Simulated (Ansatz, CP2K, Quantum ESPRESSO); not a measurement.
# One calculation of GaF, 4 ways

```
Ga F
1.0
     3.16592    0.00000    0.00000
     0.00000    3.16592    0.00000
     0.00000    0.00000    3.16592
Ga F
1 1
Direct
  0.00000 0.00000 0.00000
  0.50000 0.50000 0.50000
```

The cell comes from a database or a generator and needn't be the stable form of this composition.

Alike in all runs: task equation of state; functional PBE; k mesh 8 × 8 × 8; occupations fermi-dirac, width 0.05 eV; no spin polarisation; no spin-orbit coupling.

```json
{"program and potentials": "Ansatz, all-electron LAPW, scalar-relativistic", "plane-wave cutoff (eV)": "-", "notes": "-", "equilibrium volume (Å³/atom)": "15.88", "bulk modulus (GPa)": "44.0"}
{"program and potentials": "Ansatz, Ansatz PAW (earlier soft set)", "plane-wave cutoff (eV)": "420", "notes": "-", "equilibrium volume (Å³/atom)": "15.89", "bulk modulus (GPa)": "43.9"}
{"program and potentials": "Quantum ESPRESSO, SSSP 1.3 efficiency PBE", "plane-wave cutoff (eV)": "952", "notes": "-", "equilibrium volume (Å³/atom)": "15.88", "bulk modulus (GPa)": "44.0"}
{"program and potentials": "CP2K, POTENTIAL_UZH Ga GTH-PBE-q13, F GTH-PBE-q7; TZVP-MOLOPT-PBE-GTH basis", "plane-wave cutoff (eV)": "-", "notes": "atomic basis", "equilibrium volume (Å³/atom)": "15.94", "bulk modulus (GPa)": "44.2"}
```

The equilibrium volume spans 15.88 (Quantum ESPRESSO, SSSP 1.3 efficiency PBE) to 15.94 Å³/atom (CP2K, POTENTIAL_UZH Ga GTH-PBE-q13, F GTH-PBE-q7; TZVP-MOLOPT-PBE-GTH basis), with all-electron results at 15.88. The bulk modulus spans 43.9 (Ansatz, Ansatz PAW (earlier soft set)) to 44.2 GPa (CP2K, POTENTIAL_UZH Ga GTH-PBE-q13, F GTH-PBE-q7; TZVP-MOLOPT-PBE-GTH basis), with all-electron results at 44.0. Rows in atomic bases carry the error of their basis and grid, which can be large.

The functional is the same throughout but for its coding, so the spread measures potentials, basis and numerics; runs on potential files found faulty are left out.
